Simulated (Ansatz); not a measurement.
Polymorphs of SiNi, each relaxed with the program Ansatz at the r²SCAN level (PAW):

A: rock salt (Fm-3m)
a = 4.7040 Å, b = 4.7040 Å, c = 4.7040 Å, α = 90.00°, β = 90.00°, γ = 90.00°

```json
[
 {"atom": "Si", "site": "4a", "symmetry": "m-3m", "x": "0.0000", "y": "0.0000", "z": "0.0000"},
 {"atom": "Ni", "site": "4b", "symmetry": "m-3m", "x": "0.5000", "y": "0.5000", "z": "0.5000"}
]
```

B: Pnma
a = 5.092 Å, b = 3.358 Å, c = 5.566 Å, α = β = γ = 90.00°

```tsv
atom	site	symmetry	x	y	z
Ni	4c	.m.	0.0078	0.2500	0.8108
Si	4c	.m.	0.1788	0.2500	0.4158
```

C: P2_13
a = b = c = 4.4644 Å, α = β = γ = 90.00°

```csv
atom,site,symmetry,x,y,z
Si,4a,.3.,0.8469,0.8469,0.8469
Ni,4a,.3.,0.1486,0.1486,0.1486
```

Question: Put the candidates in order of energy per atom at 0 K, lowest first, for r²SCAN.

Answer: B (+0 meV/atom), C (+109 meV/atom), A (+596 meV/atom)

Constructed cells (a structure type filled with these elements, in neither database checked): A. Not the usual ambient phase: A; C. Began spin-polarised and lost the moments: A; B. Unstable at this level: A. All cells were relaxed under the symmetry of their starts (and spin orders); stability against distortions was not tested throughout. Rows with no word on spin ran without spin polarisation.

Energies hold the estimated change up to a 700 eV cutoff; steps of a few meV lie near the error of the meshes.

Potentials: the later of the program's two PAW sets.
